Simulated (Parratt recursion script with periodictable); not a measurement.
How the EUV peak of a Si/Mo multilayer on Si grows with the number of periods

| layer, from the top | thickness (Å) | density (g/cm³) | rms roughness of its top face (Å) | δ at 13.5 nm | β at 13.5 nm |
|---|---|---|---|---|---|
| Si (in each period) | 40.1 | 2.313 | 0 | 9.927 × 10⁻⁴ | 0.001813 |
| Mo (in each period) | 40.1 | 10.026 | 0 | 0.07476 | 0.006314 |
| Si (substrate) | – | 2.313 | 0 | 9.927 × 10⁻⁴ | 0.001813 |

The refractive index is n = 1 − δ + iβ; the runs take δ and β at each wavelength of the scan. Vacuum lies above.

Densities are inputs, not measurements. They were set from computed cells of the Materials Project: Si from entry mp-149 (Fd-3m, 2.313 g/cm³); Mo from entry mp-129 (Im-3m, 10.026 g/cm³). A layer's crystal structure does not enter its constants, only its composition and density.

Calculation: EUV and soft X-ray reflectivity, Parratt recursion, Névot-Croce roughness, Henke tables; Parratt recursion script with periodictable 1.7.1.

Light falls at α = 30° from the surface normal. It is s-polarised. The wavelength is scanned from 12.42 to 14.58 nm in 161 evenly spaced points, without smoothing. The peak is the highest scan point; its wavelength and height come from a parabola through R at that point and its two neighbours.

The runs differ in the number of periods N alone.

| N | peak λ (nm) | peak R (%) |
|---|---|---|
| 5 | 13.448 | 18.9 |
| 15 | 13.322 | ? |
| 25 | 13.351 | 70.9 |
| 40 | 13.364 | 72.5 |
| 120 | 13.366 | 72.6 |

Estimate the peak reflectivity for N = 15, trying the form R = R∞ tanh²(aN).

Take R∞ from the largest stack, 72.6 % at N = 120. For the shown row under 97 % of it, y = artanh[(R/R∞)^½] is 0.563 at N = 5, so a = 0.113. This form gives tanh²y = 1.000 at N = 120, in keeping with the choice of R∞. At N = 15, y = 1.695 and R = 72.6 × tanh²y = 63.4 %.

The run gave 61.3 %, so the form misses by 2.1 points.
